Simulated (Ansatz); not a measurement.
An Ansatz input:

```yaml
crystal:
  lattice:
    - [-2.1467804786, 2.5038309536, 1.3480232555]
    - [2.5038309536, -2.1467804786, 1.3480232555]
    - [2.617569635, 2.617569635, -0.6940846565]
  atoms:
    - { symbol: Pt, position: [0.0162919124, 0.9837080876, 1.0] }
    - { symbol: Pt, position: [0.7337080876, 0.2662919124, 0.5] }
hamiltonian:
  xc: lda
  pseudopotentials:
    kind: paw
    azcp:
      Pt: "pseudopotentials/Pt.paw.azcp"
basis:
  ecutwfc: 420
  fft_grid_basis: typed
kpoints:
  mp_grid: { grid: [14, 14, 10], shift: [0, 0, 0] }
magnetization:
  spin_polarized: false
scf:
  occupations: { method: fermi_dirac, width: 0.1 }
  lower_state_search: "off"
output:
  stress: true
  write_density: true
  write_potential: true
  elf: true
  volumetric_format: npy
```

and its output:

```
Warning: the record states the generating functional pbe (its physics header spells it `PBE`), which answers neither for hamiltonian.xc's functional nor for the lda family's — results may be inconsistent (PPs are generated against a specific XC)
Engine: ansatz 0.2.0, x86_64-unknown-linux-gnu
Pseudopotentials: kind: paw
Pseudopotential: Pt, paw, valence charge 18, recommended cutoff 420 eV (normal) 
Functional definition: SPW92
  exchange = slater_x
  correlation = pw_c
Crystal: 2 atoms, lattice volume = 33.972 Å³
Basis set: ecut = 420 eV, 663 PW (Γ)
Bands: 22, of which v1, the nominal top of the filled ones, is band 18 counted from 1 (17 counted from 0)
Symmetry: 4 space group operations
Space group: C2/c (ITA 15), of the structure as read, at distance tolerance 3.2e-5 Å
k-points: 534 of 1960
Non-local potential: Pt, projectors of the file, l = 0: 3, l = 1: 2, l = 2: 2, l = 3: 1
PAW form: soft (Blöchl's): semilocal exchange-correlation on the pseudo side does not see the compensation charge
PAW frozen core: Pt, regenerated for the run's functional, and the local potential with it (the file was generated under x = pbe(κ = 0.804, μ = 0.2195149727645171), c = pbe(β = 0.06672455060314922))
PAW one-centre angular grid: Pt, 590 points (default); XC on 64 Gauss nodes
Initial density: superposition of atomic densities (neutral atoms: chi_scale 0, normalization atom), corrected by the library's trained network
Initial wavefunctions: pseudopotential atomic-orbital guess
Functional: x = slater, c = lda
SCF iter   1: F=—  HF=-24489.512435 eV  |F-HF|=—  |Δ(HF+E_count)|=         —  Δρ=1.26e-2  dr2=1.97e-2  ethr=1.77e-3  ⟨swp⟩=5.0  Hψ=44770  notcnv=0
SCF iter   2: F=—  HF=-24489.509829 eV  |F-HF|=—  |Δ(HF+E_count)|=   2.61e-3  Δρ=6.54e-3  dr2=5.22e-3  ethr=5.48e-5  ⟨swp⟩=2.2  Hψ=20112  notcnv=0
SCF iter   3: F=—  HF=-24489.508463 eV  |F-HF|=—  |Δ(HF+E_count)|=   1.37e-3  Δρ=5.61e-4  dr2=5.96e-5  ethr=1.45e-5  ⟨swp⟩=2.1  Hψ=15880  notcnv=0
SCF iter   4: F=—  HF=-24489.508455 eV  |F-HF|=—  |Δ(HF+E_count)|=   8.25e-6  Δρ=1.10e-4  dr2=3.53e-6  ethr=1.65e-7  ⟨swp⟩=2.3  Hψ=18914  notcnv=0
SCF iter   5: F=—  HF=-24489.508455 eV  |F-HF|=—  |Δ(HF+E_count)|=   4.33e-7  Δρ=2.35e-5  dr2=1.31e-7  ethr=9.81e-9  ⟨swp⟩=2.5  Hψ=17208  notcnv=0
SCF iter   6: F=-24489.508455 eV  HF=-24489.508455 eV  |F-HF|=3.06e-9  |Δ(HF+E_count)|=   1.85e-8  Δρ=5.69e-6  dr2=1.02e-8  ethr=2.78e-10  ⟨swp⟩=7.0  Hψ=66028  notcnv=0
SCF 1 converged in 6 iterations: F = -24489.508455 eV  dr2 = 1.02e-8
SCF converged after 6 iterations
Free energy (F): -24489.508455 eV
Harris-Foulkes:  -24489.508455 eV  (|F-HF|=3.06e-9)
Internal energy: -24489.434252 eV  (E = F + TS)
E sigma→0 (E₀):  -24489.471353 eV
Entropy (-TS):   -0.074203 eV (-37.102 meV/atom)
Fermi energy:    19.716201 eV
--- Per-component energies (eV) ---
  E_band       = -382.525950
  E_kinetic    = 1272.771458
  E_local      = -3345.797241  (includes V_loc(G=0)·N_el)
  E_nonlocal   = 413.597677
  E_hartree    = 1234.966194
  E_xc         = -518.958919
  E_vxc        = -603.091057  (∫ρ·V_xc dr)
  E_paw        = -18355.131908  (= ΣΔE_a)
  E_vpaw       = -589.939588  (= ΣTr[D̂ρ^β])
  E_aug_tail   = 0.000333  (compensation charges beyond the density's cutoff)
  E_ewald      = -5191.809585
  E_core_change = 0.927739  (= ΣΔE_core)
  E_smearing   = -0.074203  (= −TS)
  E_closure    = 0.000000  (closes the sum)
  Σ components = -24489.508455   (vs F -24489.508455, Δ=0.00e0)
--- Stress (GPa, compression-positive) ---
      -16.997146      -1.483817       0.123339
       -1.483817     -16.997146       0.123339
        0.123339       0.123339     -17.638981
  P = ⅓ Tr σ = -17.2111 GPa (-172.111 kbar)
--- Band table (eV; the first three rows and the last of 534) ---
  k-point 0: bands = ["-78.8099", "-78.7615", "-33.1229", "-32.9381", "-32.8499", "-32.7798", "-32.6930", "-32.6384", "10.5098", "13.5711", "14.4461", "14.5542", "15.5194", "17.6187", "17.9886", "18.1096", "18.9024", "19.2996", "20.4070", "23.1660", "26.9595", "29.0883"]
  k-point 1: bands = ["-78.8087", "-78.7627", "-33.1131", "-32.9309", "-32.8481", "-32.7815", "-32.7043", "-32.6458", "10.6531", "13.6371", "14.2270", "14.9127", "15.4806", "17.3477", "17.7639", "18.4333", "19.0752", "19.1268", "20.3131", "22.3530", "27.2487", "30.0391"]
  k-point 2: bands = ["-78.8053", "-78.7662", "-33.0845", "-32.9099", "-32.8431", "-32.7864", "-32.7368", "-32.6674", "11.0726", "13.7660", "14.1548", "15.3679", "15.4432", "17.0042", "17.3771", "18.5599", "18.9243", "19.5044", "19.9625", "20.7416", "28.0438", "31.9825"]
  k-point 533: bands = ["-78.7853", "-78.7853", "-33.0889", "-33.0889", "-32.8167", "-32.8167", "-32.6288", "-32.6288", "13.2032", "13.2032", "15.3202", "15.3202", "17.7305", "17.7305", "18.0931", "18.0931", "18.8664", "18.8664", "19.0829", "19.0829", "24.1083", "24.1083"]
```
